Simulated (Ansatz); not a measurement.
**How the vibrations of Zn3GeO change with volume**

Computed with DFT PBEsol, scalar-relativistic, plane waves, PAW (Ansatz). Cutoff 420 eV, 8×8×8 k-points (Γ-centred), Fermi-Dirac smearing of 0.15 eV. No spin polarisation. Phonons by linear response, acoustic sum rule imposed.

The cell, relaxed at this level:
```
Zn Ge O
1.0
     4.15588    0.00000    0.00000
     0.00000    4.15588    0.00000
     0.00000    0.00000    4.15588
Zn Ge O
3 1 1
Direct
  0.50000 0.50000 0.00000
  0.00000 0.50000 0.50000
  0.50000 0.00000 0.50000
  0.00000 0.00000 0.00000
  0.50000 0.50000 0.50000
```

Its imaginary modes show that this cell, built by swapping an element in a database structure, isn't a minimum of the energy. In a metal, frequencies depend on the k mesh and the smearing, soft modes most. A semilocal functional can close a gap that the real compound has.

Cells at 0.98 and 1.02 times the equilibrium volume were relaxed in shape and atoms; γ = −d ln ν / d ln V, modes matched by rank.

Q: Give the optical frequencies at Γ (cm⁻¹) at the three volumes and the mode Grüneisen parameters.

A:
| 0.98 V | V | 1.02 V | γ | degeneracy |
| --- | --- | --- | --- | --- |
| 144i | 143i | 143i | – | 3 |
| 88i | 88i | 88i | – | 3 |
| 107 | 101 | 96 | 2.60 | 3 |
| 344 | 323 | 302 | 3.21 | 3 |

i marks imaginary modes: the cell is unstable against these displacements at all three volumes, and γ isn't given for them.

Q: What pressures hold the two strained cells, and what bulk modulus follows?

A: 2.01 GPa at 0.98 V and -1.78 GPa at 1.02 V, so B = −dP/d ln V ≈ 95 GPa.